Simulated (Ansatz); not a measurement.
LuB₂Os₃:
```
LuB2Os3
1.0
    5.49103     0.00000     0.00000
   -2.74552     4.75537     0.00000
    0.00000     0.00000     3.01082
B Os Lu
2 3 1
Cartesian
  0.00000   3.17025   0.00000
  2.74552   1.58512   0.00000
  2.74552   0.00000   1.50541
  1.37276   2.37769   1.50541
 -1.37276   2.37769   1.50541
  0.00000   0.00000   0.00000
```

Relaxed with r²SCAN.

Map the electron localisation function on the plane through (0.333, 0.667, 0.000) spanned by u = [0, 0, 1] and v = [1, -1, 0] in lattice vectors, from r²SCAN (plane waves, PAW; program Ansatz).

x is the fraction of u, y of v (the angle between them is 90°; rows are the nearest grid lines); atoms in the plane: B at (0.00, 0.00), B at (0.00, 0.33), Os at (0.50, 0.17), Lu at (0.00, 0.67).
```
y \ x   0.000  0.0625  0.188  0.250  0.375  0.438  0.562  0.625  0.750  0.812  0.938   1.00
------  -----  ------  -----  -----  -----  -----  -----  -----  -----  -----  -----  -----
1.00    0.000   0.008  0.528  0.646  0.467  0.369  0.369  0.467  0.646  0.528  0.008  0.000
0.925   0.524   0.552  0.589  0.534  0.402  0.367  0.367  0.402  0.534  0.589  0.552  0.524
0.850   0.196   0.210  0.296  0.341  0.392  0.401  0.401  0.392  0.341  0.296  0.210  0.196
0.775   0.222   0.199  0.102  0.096  0.271  0.389  0.389  0.271  0.096  0.102  0.199  0.222
0.700   0.854   0.865  0.820  0.634  0.090  0.056  0.056  0.090  0.634  0.820  0.865  0.854
0.625   0.868   0.872  0.794  0.581  0.085  0.065  0.065  0.085  0.581  0.794  0.872  0.868
0.550   0.119   0.109  0.082  0.108  0.326  0.425  0.425  0.326  0.108  0.082  0.109  0.119
0.450   0.398   0.401  0.401  0.394  0.383  0.382  0.382  0.383  0.394  0.401  0.401  0.398
0.375   0.158   0.247  0.627  0.629  0.428  0.350  0.350  0.428  0.629  0.627  0.247  0.158
0.300   0.090   0.173  0.622  0.633  0.379  0.283  0.283  0.379  0.633  0.622  0.173  0.090
0.225   0.618   0.570  0.307  0.341  0.646  0.686  0.686  0.646  0.341  0.307  0.570  0.618
0.150   0.432   0.350  0.231  0.448  0.654  0.485  0.485  0.654  0.448  0.231  0.350  0.432
0.0750  0.683   0.686  0.550  0.392  0.297  0.318  0.318  0.297  0.392  0.550  0.686  0.683
0.000   0.000   0.008  0.528  0.646  0.467  0.369  0.369  0.467  0.646  0.528  0.008  0.000
```

The density is the valence pseudo-density with augmentation charge, so density and ELF within about 1 Å of a nucleus are not all-electron values.

Space group P6/mmm. The workflow started from an entry of the Crystallography Open Database (COD). Whether it is the stable phase at ambient conditions was not checked. Symmetry was held in the r²SCAN relaxation; whether a distortion lowers the energy is not shown. The run is not spin-polarised. Scalar-relativistic: spin–orbit coupling is off unless named, which matters more the heavier the elements.

Potentials: the later of the program's two PAW sets.
